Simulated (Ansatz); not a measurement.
Relaxation of a relaxed TiC cell, doubled along one cell vector, shaken by Gaussian noise of σ = 0.08 Å a coordinate; 4 atoms in the cell, which starts as P1 (No. 1), aP4; a = b = 2.682 Å, c = 5.363 Å, α = β = γ = 90.00°. All values below come from PBEsol (plane waves to 420 eV, PAW, scalar-relativistic; Ansatz, a first-principles code). Γ-centred k-mesh 5×9×9 on the run's cell (coarser than for final values), Fermi–Dirac smearing 0.05 eV. This is the first round of the run. 

The optimiser's lines from the output (shortened; P is positive under compression):

```
relax step   1: F+E_penalty+E_count = -5440.21282762 eV  Δ(F+E_penalty+E_count) = +0.000e0 eV  max|allowed force component| = 7.461e-1 eV/Å  Δτ_max = 0.0000 Å  P = +3.835 GPa  Ω = 38.571 Å³  (8 SCF iters, dr2 threshold 1.00e-7 eV, accepted)
relax step   2: F+E_penalty+E_count = -5440.33699140 eV  Δ(F+E_penalty+E_count) = -1.242e-1 eV  max|allowed force component| = 9.300e-1 eV/Å  Δτ_max = 0.0453 Å  P = +0.422 GPa  Ω = 39.084 Å³  (6 SCF iters, dr2 threshold 4.00e-7 eV, accepted)
relax step   3: F+E_penalty+E_count = -5440.65269520 eV  Δ(F+E_penalty+E_count) = -3.157e-1 eV  max|allowed force component| = 1.099e0 eV/Å  Δτ_max = 0.1482 Å  P = -6.191 GPa  Ω = 40.576 Å³  (7 SCF iters, dr2 threshold 4.00e-7 eV, accepted)
relax step   4: F+E_penalty+E_count = -5440.69104115 eV  Δ(F+E_penalty+E_count) = -3.835e-2 eV  max|allowed force component| = 1.753e0 eV/Å  Δτ_max = 0.1544 Å  P = -7.419 GPa  Ω = 41.785 Å³  (7 SCF iters, dr2 threshold 4.00e-7 eV, accepted)
relax step   5: F+E_penalty+E_count = -5441.51512797 eV  Δ(F+E_penalty+E_count) = -8.241e-1 eV  max|allowed force component| = 1.254e0 eV/Å  Δτ_max = 0.1230 Å  P = -5.514 GPa  Ω = 40.786 Å³  (7 SCF iters, dr2 threshold 4.00e-7 eV, accepted)
relax step   6: F+E_penalty+E_count = -5442.10289408 eV  Δ(F+E_penalty+E_count) = -5.878e-1 eV  max|allowed force component| = 7.032e-1 eV/Å  Δτ_max = 0.1012 Å  P = +0.584 GPa  Ω = 39.907 Å³  (7 SCF iters, dr2 threshold 4.00e-7 eV, accepted)
relax step   7: F+E_penalty+E_count = -5442.37970397 eV  Δ(F+E_penalty+E_count) = -2.768e-1 eV  max|allowed force component| = 4.676e-1 eV/Å  Δτ_max = 0.0532 Å  P = -0.342 GPa  Ω = 40.285 Å³  (7 SCF iters, dr2 threshold 4.00e-7 eV, accepted)
relax step   8: F+E_penalty+E_count = -5442.70321049 eV  Δ(F+E_penalty+E_count) = -3.235e-1 eV  max|allowed force component| = 5.091e-1 eV/Å  Δτ_max = 0.1208 Å  P = -2.065 GPa  Ω = 40.339 Å³  (7 SCF iters, dr2 threshold 4.00e-7 eV, accepted)
relax step   9: F+E_penalty+E_count = -5443.37542435 eV  Δ(F+E_penalty+E_count) = -6.722e-1 eV  max|allowed force component| = 8.202e-1 eV/Å  Δτ_max = 0.1321 Å  P = -1.601 GPa  Ω = 39.706 Å³  (7 SCF iters, dr2 threshold 4.00e-7 eV, accepted)
relax step  10: F+E_penalty+E_count = -5443.75707120 eV  Δ(F+E_penalty+E_count) = -3.816e-1 eV  max|allowed force component| = 4.927e-1 eV/Å  Δτ_max = 0.0871 Å  P = -2.539 GPa  Ω = 39.465 Å³  (7 SCF iters, dr2 threshold 4.00e-7 eV, accepted)
relax step  11: F+E_penalty+E_count = -5443.88094207 eV  Δ(F+E_penalty+E_count) = -1.239e-1 eV  max|allowed force component| = 2.020e-1 eV/Å  Δτ_max = 0.0254 Å  P = +0.177 GPa  Ω = 38.677 Å³  (6 SCF iters, dr2 threshold 4.00e-7 eV, accepted)
relax step  12: F+E_penalty+E_count = -5443.88966120 eV  Δ(F+E_penalty+E_count) = -8.719e-3 eV  max|allowed force component| = 3.518e-2 eV/Å  Δτ_max = 0.0148 Å  P = -0.040 GPa  Ω = 38.609 Å³  (6 SCF iters, dr2 threshold 4.00e-7 eV, accepted)
relax step  13: F+E_penalty+E_count = -5443.89021816 eV  Δ(F+E_penalty+E_count) = -5.570e-4 eV  max|allowed force component| = 9.165e-3 eV/Å  Δτ_max = 0.0023 Å  P = +0.072 GPa  Ω = 38.589 Å³  (6 SCF iters, dr2 threshold 4.00e-7 eV, accepted)
relax step  14: F+E_penalty+E_count = -5443.89024998 eV  Δ(F+E_penalty+E_count) = -3.182e-5 eV  max|allowed force component| = 3.119e-4 eV/Å  Δτ_max = 0.0006 Å  P = -0.014 GPa  Ω = 38.591 Å³  (6 SCF iters, dr2 threshold 1.25e-7 eV, accepted)
relax step  15: F+E_penalty+E_count = -5443.89025174 eV  Δ(F+E_penalty+E_count) = -1.766e-6 eV  max|allowed force component| = 2.561e-5 eV/Å  Δτ_max = 0.0000 Å  P = +0.001 GPa  Ω = 38.590 Å³  (6 SCF iters, dr2 threshold 1.92e-9 eV, accepted)
relax step  16: F+E_penalty+E_count = -5444.21049396 eV  Δ(F+E_penalty+E_count) = -3.202e-1 eV  max|allowed force component| = 7.209e-3 eV/Å  Δτ_max = 0.0000 Å  P = +7.334 GPa  Ω = 38.590 Å³  stress off target by 1.98e1 GPa  SCF on the basis re-selected at this cell (its energy is not comparable with the rows above)  (8 SCF iters)
relax step  17: F+E_penalty+E_count = -5444.31337159 eV  Δ(F+E_penalty+E_count) = -1.029e-1 eV  max|allowed force component| = 7.259e-3 eV/Å  Δτ_max = 0.0048 Å  P = +2.924 GPa  Ω = 39.068 Å³  (6 SCF iters, dr2 threshold 4.00e-7 eV, accepted)
relax step  18: F+E_penalty+E_count = -5444.32416954 eV  Δ(F+E_penalty+E_count) = -1.080e-2 eV  max|allowed force component| = 2.993e-3 eV/Å  Δτ_max = 0.0015 Å  P = -0.015 GPa  Ω = 39.486 Å³  (6 SCF iters, dr2 threshold 4.00e-7 eV, accepted)
relax step  19: F+E_penalty+E_count = -5444.32428818 eV  Δ(F+E_penalty+E_count) = -1.186e-4 eV  max|allowed force component| = 2.938e-4 eV/Å  Δτ_max = 0.0003 Å  P = +0.011 GPa  Ω = 39.485 Å³  (6 SCF iters, dr2 threshold 4.00e-7 eV, accepted)
relax step  20: F+E_penalty+E_count = -5444.32664583 eV  Δ(F+E_penalty+E_count) = -2.358e-3 eV  max|allowed force component| = 2.963e-4 eV/Å  Δτ_max = 0.0000 Å  P = +0.082 GPa  Ω = 39.485 Å³  stress off target by 2.14e-1 GPa  SCF on the basis re-selected at this cell (its energy is not comparable with the rows above)  (6 SCF iters)
relax step  21: F+E_penalty+E_count = -5444.32664130 eV  Δ(F+E_penalty+E_count) = +4.528e-6 eV  max|allowed force component| = 1.380e-4 eV/Å  Δτ_max = 0.0000 Å  P = -0.000 GPa  Ω = 39.496 Å³  (6 SCF iters, dr2 threshold 1.14e-7 eV, accepted)
relax step  22: F+E_penalty+E_count = -5444.32666226 eV  Δ(F+E_penalty+E_count) = -2.096e-5 eV  max|allowed force component| = 1.397e-4 eV/Å  Δτ_max = 0.0000 Å  P = -0.000 GPa  Ω = 39.496 Å³  stress off target by 4.26e-3 GPa  SCF on the basis re-selected at this cell (its energy is not comparable with the rows above)  (8 SCF iters)
```

From the first to the last row the energy changes by -1.03 eV/atom and the volume by +2.4 %. The last row is marked as not comparable with the walk above it, whose basis was carried along; it does compare with step 1, since both stand on a basis selected at the nominal cutoff for their own cell.

Energy and pressure jump between steps 15 and 16 at one geometry, where the plane-wave basis was selected anew. While the cell walks, the set of plane waves is carried along, so its effective cutoff drifts with the strain; re-selecting it at 420 eV moved the energy by -0.080 eV/atom and the pressure by 7.3 GPa. Only step 1 and rows on a re-selected basis compare with each other.

Later rounds, restarted from the end of this one on a renewed k-mesh, logged 4 more steps and released under 0.01 eV/atom more. The final structure after all rounds: P6₃/mmc (No. 194), hP4, NiAs type; a = b = 3.132 Å, c = 4.650 Å, α = β = 90.00°, γ = 120.00°. Between re-selections the logged energies stand on a plane-wave basis carried along with the cell. No spin polarisation in the result.

The relaxed structure here is a generated cell of TiC: the first start was made by placing the elements on the sites of a structure type, and the end was not matched to a known phase here, so it may be hypothetical. Known forms of TiC include space group No. 225.
